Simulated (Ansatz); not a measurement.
PbS:
```
PbS
1.0
    0.00000     3.30090     3.30090
    3.30090     0.00000     3.30090
    3.30090     3.30090     0.00000
S Pb
1 1
Direct
  0.25000   0.25000   0.25000
  0.00000   0.00000   0.00000
```

r²SCAN in the plane-wave PAW code Ansatz gives a gap of 0.95 eV without spin–orbit coupling, maximum at W, minimum at X.

### Question
What happens when spin–orbit coupling is switched on?

### Answer
The gap shrinks by 0.11 eV, to 0.84 eV; maximum at W, minimum on the W–X line, 92 % of the way from W.

Space group F-43m (zinc blende). The start of the workflow was typed in or built on a structure type; neither database checked (COD, Materials Project) lists it. It is not the phase usual at ambient conditions (space group No. 225). The r²SCAN relaxation kept the symmetry of its start. At this level the phase is mechanically unstable.

Potentials: the earlier of the program's two PAW sets.
